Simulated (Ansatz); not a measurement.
The start is a generated cell, PbSe built in the cinnabar structure type. The structure is fully relaxed (lattice and positions, P = 0) with PBEsol (plane waves to 420 eV, PAW, scalar-relativistic; Ansatz, a program for electronic structure). The first steps use a coarse 6×6×2 k-mesh.

Initial structure:
```yaml
crystal:
  lattice:
    - [4.72980, 0.00000, 0.00000]
    - [-2.36490, 4.09613, 0.00000]
    - [0.00000, 0.00000, 10.83575]
  atoms:
    - { symbol: Pb, position: [0.71980, 0.00000, 0.66667] }
    - { symbol: Pb, position: [0.00000, 0.71980, 0.33333] }
    - { symbol: Pb, position: [0.28020, 0.28020, 0.00000] }
    - { symbol: Se, position: [0.48890, 0.00000, 0.16667] }
    - { symbol: Se, position: [0.00000, 0.48890, 0.83333] }
    - { symbol: Se, position: [0.51110, 0.51110, 0.50000] }
```

**Question.** What symmetry does the relaxed structure have?

**Answer.** The space group goes from P3₂21 (No. 154) to Fm-3m (No. 225); the end is rock salt type, with 2 atoms in the primitive cell.

**Question.** How much energy is released per atom?

**Answer.** 0.59 eV/atom.

**Question.** How does the volume per atom move from start to end?

**Answer.** -18.9 %, from 34.99 to 28.39 Å³/atom.

**Question.** How do the shortest distances between atoms change?

**Answer.** The closest pairs of elements (up to four, under 3.6 Å), start → end: Pb–Se 2.70 → 3.05 Å.

**Question.** Give the final cell and atomic positions.

**Answer.** 
```cif
data_Pb4Se4
_chemical_formula_sum 'Pb4 Se4'
_space_group_name_H-M_alt 'Fm-3m'
_space_group_IT_number 225
_space_group_name_Hall '-F 4 2 3'
_cell_length_a 6.10131
_cell_length_b 6.10131
_cell_length_c 6.10131
_cell_angle_alpha 90.000
_cell_angle_beta 90.000
_cell_angle_gamma 90.000
loop_
_atom_site_label
_atom_site_type_symbol
_atom_site_symmetry_multiplicity
_atom_site_Wyckoff_symbol
_atom_site_fract_x
_atom_site_fract_y
_atom_site_fract_z
_atom_site_occupancy
Pb1 Pb 4 b 0.50000 0.50000 0.50000 1
Se1 Se 4 a 0.00000 0.00000 0.00000 1
```
(The calculation used a cell of 2 atoms; values per cell refer to that cell.)

Final values are on a 9×9×9 k-mesh of the relaxed cell. No spin polarisation in the result.

The run could not lose the symmetry of its start.
